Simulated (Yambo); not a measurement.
A G0W0@PBE run in Yambo for PbI$_{2}$ (CdI2 type, space group P-3m1, No. 164) (3×3×2 Γ-centred k mesh, bands 23 to 446 and a 12 Ry block in the screening, 446 bands in G with the Bruneval-Gonze terminator, plasmon pole fitted at 27.2 eV) gives these matrix elements, in eV, at the band edges (A → A):

```csv
state,E0,<Vxc>,<Σx>,<Σc(E0)>,Z
valence edge,0.000,-13.930,-15.852,0.999,0.799
conduction edge,2.256,-10.000,-6.381,-3.392,0.818
```

Question: Solve the linearised quasiparticle equation for both states, give the gap, and say how exchange and correlation each act on it.

Answer: E = E0 + Z(Σx + Σc − Vxc). Valence: 0.000 + 0.799 × (-15.852 + (0.999) − (-13.930)) = -0.74 eV. Conduction: 2.256 + 0.818 × (-6.381 + (-3.392) − (-10.000)) = 2.44 eV. The gap is 3.18 eV, against 2.26 eV in PBE. Replacing Vxc by bare exchange alone would open it by 5.54 eV; correlation takes back 4.39 eV of that, and Z scales what is left. Nearest settings tried, and what they do to the gap: 241 bands in G: -2 meV; 241 bands in W, 241 bands in G: -14 meV; 7 Ry block (287 vectors against 615): -61 meV. Not varied: mesh. So the settings aren't converged at that level. The k mesh is coarse. Spin-orbit coupling is left out; with 6p states at a band edge it can lower the gap by many tenths of an eV, most of a small gap.

Geometry relaxed with PBEsol; primitive cell a = b = 4.5372 Å, c = 7.0659 Å, α = β = 90.00°, γ = 120.00°.

The potentials are those of PseudoDojo's stringent table.
